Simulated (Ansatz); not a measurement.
ScAg3:
```yaml
crystal:
  lattice:
    - [4.24284, 0.00000, 0.00000]
    - [0.00000, 4.24284, 0.00000]
    - [0.00000, 0.00000, 4.24284]
  atoms:
    - { symbol: Ag, position: [0.00000, 0.50000, 0.50000] }
    - { symbol: Ag, position: [0.50000, 0.50000, 0.00000] }
    - { symbol: Ag, position: [0.50000, 0.00000, 0.50000] }
    - { symbol: Sc, position: [0.00000, 0.00000, 0.00000] }
```

Relaxed with PBE. Special points in fractions of this cell's reciprocal vectors: Γ (0.000, 0.000, 0.000); X (0.000, 0.500, 0.000); M (0.500, 0.500, 0.000); R (0.500, 0.500, 0.500).

List the band energies nearest the Fermi level at these points for plane-wave PAW PBE (Ansatz code).

In eV from the Fermi level; about four levels below and three above (degenerate sets whole), none deeper than 8.9 eV; … stands for higher levels left out; points with the same levels are listed once.

```
k                                below                     above
-  -----------------------------------  ------------------------
Γ              -3.51 -3.22 -3.22 -3.22  0.77 0.77 1.46 1.46 1.46
X              -4.00 -3.78 -3.75 -3.22            0.36 0.36 0.53
M              -3.37 -1.89 -0.99 -0.99            0.75 0.75 1.53
R  -0.39 -0.39 -0.39 -0.05 -0.05 -0.05               1.89 1.89 …
```

Space group Pm-3m (Cu3Au type). The start of the workflow was typed in or built on a structure type; neither database checked (COD, Materials Project) lists it. Whether it is the stable phase at ambient conditions was not checked. The cell was relaxed with PBE under the symmetry of its start; whether a distortion lowers the energy is not shown. The run is not spin-polarised. Scalar-relativistic: spin–orbit coupling is off unless named, which matters more the heavier the elements.

Potentials: the earlier of the program's two PAW sets.
